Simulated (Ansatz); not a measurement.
WSe2:
```
WSe2
1.0
    3.33093     0.00000     0.00000
   -1.66546     2.88467     0.00000
    0.00000     0.00000     6.81961
W Se
1 2
Direct
  0.00000   0.00000   0.00000
  0.33333   0.66667   0.24527
  0.66667   0.33333   0.75473
```

Relaxed with r²SCAN. Special points in fractions of this cell's reciprocal vectors: Γ (0.000, 0.000, 0.000); M (0.500, 0.000, 0.000); K (0.333, 0.333, 0.000); A (0.000, 0.000, 0.500); L (0.500, 0.000, 0.500); H (0.333, 0.333, 0.500).

**Question.** List the band energies nearest the Fermi level at these points for DFT-r²SCAN in the program Ansatz with PAW potentials.

**Answer.** In eV from the Fermi level; about four levels below and three above (degenerate sets whole), none deeper than 8.9 eV; points with the same levels are listed once.

| k | below | above |
|---|---|---|
| Γ | -0.89 -0.89 -0.12 -0.12 | 3.44 3.44 4.83 |
| M | -4.13 -3.77 -2.14 -1.93 | 1.27 1.84 3.17 |
| K | -5.98 -5.98 -4.34 -4.34 -4.18 | 0.70 0.72 0.72 |
| A | -0.90 -0.90 -0.64 -0.19 -0.19 | 3.58 3.58 6.09 |
| L | -4.18 -3.04 -2.44 -1.79 | 1.27 1.93 3.47 |
| H | -5.98 -5.98 -4.46 -4.27 -4.27 | 0.26 0.26 0.70 |

Space group P-3m1 (CdI2 type). The cell is a constructed one: a structure type filled with these elements; the Crystallography Open Database copy checked does not list it. It is not the phase usual at ambient conditions (space group No. 194). The r²SCAN relaxation kept the symmetry of its start; its stability against distortions is not shown here. No spin polarisation was allowed. A crystal of weakly bound layers computed without a dispersion correction: the cell and the soft elastic constants depend strongly on that. Spin–orbit coupling is left out wherever it is not named.

Potentials: the later of the program's two PAW sets.
